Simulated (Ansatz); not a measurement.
TiSi2 in space group Fddd (No. 70; Si on 16f, Ti on 8a) is relaxed with r²SCAN (plane waves, PAW; program Ansatz). What lattice parameters of the conventional cell result?

a = 4.775 Å, b = 8.226 Å, c = 8.530 Å.

Give the free coordinates with the occupied sites.

In one choice of origin and axes:

```
atom  site  symmetry       x       y       z
----  ----  --------  ------  ------  ------
Si     16f       .2.  0.0000  0.3379  0.0000
Ti      8a       222  0.0000  0.0000  0.0000
```

Is it a metal or does it have a gap at this level?

No gap at this level.

The r²SCAN relaxation kept the symmetry of its start; of distortions, only those at the zone centre were tested. The run is not spin-polarised.

Potentials: the later of the program's two PAW sets.
